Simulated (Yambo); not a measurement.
Yambo run on a free-standing IrCl$_{3}$ monolayer (symmetry P-31m, slab cell 15.6 Å high). The wavefunctions are PBEsol (pw.x of Quantum ESPRESSO, ONCV potentials, scalar-relativistic) ones on a 6×6×1 mesh (38 occupied bands); a = 6.0386 Å, b = 6.0386 Å, c = 15.6000 Å, α = 90.00°, β = 90.00°, γ = 120.00°.

Yambo input:

```
rim_cut
HF_and_locXC
RandQpts= 1000000
RandGvec= 2 Ry
CUTGeo= "slab z"
EXXRLvcs= 68 Ry
VXCRLvcs= 272 Ry
% QPkrange
 1 | 1 | 38 | 39 |
 4 | 4 | 38 | 39 |
 7 | 7 | 38 | 39 |
%
```

k points by index: 1 = Γ, 4 = M, 7 = K.

Resulting energies as the program prints them:

```
#    K-point    Band    Eo [eV]    Ehf [eV]    Vxc [eV]    Vnlxc [eV]
#
    1    38    -0.147465    -4.463845    -18.55111    -22.86749
    1    39    2.169952    7.208440    -18.21866    -13.18017
    4    38    0.000000    -4.032228    -17.75076    -21.78299
    4    39    2.067378    6.971140    -17.82702    -12.92326
    7    38    -0.113163    -4.331349    -18.72189    -22.94008
    7    39    2.105933    6.970090    -18.10454    -13.24038
```
Exchange alone, without screening.

Spin-orbit coupling is not included.

Geometry relaxed with PBEsol.

This is a model layer cut from the bulk structure; whether it is stable on its own was not checked.
